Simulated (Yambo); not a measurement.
BSE-type run in Yambo on PtS2 (CdI2 type, space group P-3m1, No. 164), at zero momentum.

Quantum ESPRESSO step (PBEsol, PseudoDojo standard norm-conserving files, fully relativistic):
```
&CONTROL
  calculation = 'nscf'
  pseudo_dir = './pseudo'
  outdir = './out'
/
&SYSTEM
  ibrav = 0
  nat = 3
  ntyp = 2
  ecutwfc = 84.0
  ecutrho = 336.0
  occupations = 'fixed'
  force_symmorphic = .true.
  nbnd = 79
  noncolin = .true.
  lspinorb = .true.
/
&ELECTRONS
  conv_thr = 3.0000000000000004e-09
  diago_full_acc = .true.
  diago_thr_init = 1e-08
/
ATOMIC_SPECIES
S 32.0600 S.upf
Pt 195.0840 Pt.upf
CELL_PARAMETERS angstrom
  3.548740004000   0.000000000000   0.000000000000
 -1.774370002000   3.073298995000   0.000000000000
  0.000000000000   0.000000000000   5.597070000000
ATOMIC_POSITIONS crystal
S   0.666666667000   0.333333333000   0.779660000000
S   0.333333333000   0.666666667000   0.220340000000
Pt   0.000000000000   0.000000000000   0.000000000000
K_POINTS automatic
6 6 4 0 0 0
```

Yambo input:
```
rim_cut
optics
bse
bss
dipoles
RandQpts= 1000000
RandGvec= 1 Ry
FFTGvecs= 40 Ry
BSKmod= "HF"
BSEmod= "resonant"
BSSmod= "hs"
BSENGexx= 15 Ry
BSENGBlk= 4 Ry
% KfnQP_E
 5.983 | 1.0 | 1.0 |
%
% BSEQptR
 1 | 1 |
%
% BSEBands
 21 | 36 |
%
% BEnRange
 0.0 | 12.6 | eV
%
% BDmRange
 0.15 | 0.15 | eV
%
BEnSteps= 252
% BLongDir
 1.0 | 0.0 | 0.0 |
%
BSHayTrs= -0.02
BSSNEig= 48
WRbsWF
```

From the report:

The dimension is k points × valence × conduction bands = 144 × 10 × 6 = 8640.
```
  [SLEPC] Approach                          : Krylov-Schur
  [SLEPC] Number of requested eigenvalues   :   48
  [SLEPC] Number of eigenvalues        [NEV]:   48
   [K] Dimension                                    :   8640
   [K] Bands                                        :   21   36
   [K] Exchange res                                 : yes
   [K] Correlation res                              : yes
   [K] W interaction is bare                        : yes
   [K] RL vectors exchange                          :   403
   [K] RL vectors correlation                       :   67
   [W] Matrix size                                  :   67
```

Geometry of the Materials Project entry, not relaxed at this level.

The distance between layers or molecules is the database entry's, not relaxed here. Functionals without dispersion can leave it too large, which widens gaps and weakens the response across layers: the numbers belong to this cell.
